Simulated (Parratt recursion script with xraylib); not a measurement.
X-ray reflectivity of single films on Si: where the minima fall

Model: specular X-ray reflectivity, Parratt recursion, Névot-Croce roughness, xraylib tables. Program: Parratt recursion script with xraylib 4.3.0.

Photon energy 8.048 keV (λ = 1.5406 Å), s polarisation. The grazing angle θ is scanned from 0.05° to 3° in 900 evenly spaced points, and the curve is smoothed with a Gaussian of 0.004° full width. A minimum is a scan point below both neighbours, placed by a parabola through ln R at the three points.

Each run is one film on Si (density 2.313 g/cm³, δ = 7.525 × 10⁻⁶, rms roughness 3.6 Å) under vacuum. The film surface has an rms roughness of 4.1 Å in all runs. The refractive index is n = 1 − δ + iβ. The table lists all minima between 0.9 and 2.55°.

| run | film | thickness d (Å) | density (g/cm³) | δ (10⁻⁶) | β (10⁻⁶) | minima at θ (°) |
|---|---|---|---|---|---|---|
| A | Os | 150 | 22.36 | 53.55 | 4.957 | 1.065, 1.319, 1.587, 1.863, 2.144, 2.429 |
| B | Os | 150 | 15.652 | ? | ? | ? |
| C | Os | 120 | 22.36 | 53.55 | 4.957 | 0.947, 1.254, 1.587, 1.933, 2.286 |
| D | Os | 75 | 22.36 | 53.55 | 4.957 | 1.320, 1.864, 2.429 |

Densities are inputs, not measurements. They were set from computed cells of the Materials Project: Os from entry mp-49 (P6₃/mmc, 22.36 g/cm³, taken at 70 and 100 %); Si from entry mp-149 (Fd-3m, 2.313 g/cm³). A layer's crystal structure does not enter its constants, only its composition and density.

Problem. How many minima does run B have between 0.9 and 2.55°, and where? Estimate its δ first.

Solution. Inside a film the fringe order is m = (2d/λ)(sin²θ − 2δ)^½, with the film's own δ. Where the film's δ lies above the substrate's, its two faces reflect with opposite signs, and minima are expected at whole m.

- Run A, δ above the substrate's: the minima give m = 3.01, 4.00, 5.00, 6.00, 7.00, 8.00.
- Run C, δ above the substrate's: the minima give m = 2.01, 3.00, 4.00, 5.00, 6.00.
- Run D, δ above the substrate's: the minima give m = 2.00, 3.00, 4.00.

At fixed composition δ is proportional to density: 53.55 × 15.652/22.36 = 37.49, in the table's units (the run used 37.48). In run B the film's δ lies above the substrate's, so take whole m. The window runs from m = 2.55 to 8.50 and holds m = 3, 4, 5, 6, 7, 8. Then sin²θ = 2δ + (mλ/2d)² gives θ = 1.013, 1.277, 1.553, 1.834, 2.119, 2.406°.

The run has 6 minima, at 1.014, 1.279, 1.554, 1.835, 2.120, 2.407°. The largest distance from one of them to an estimated minimum is 0.002°, against a mean spacing of 0.279°.
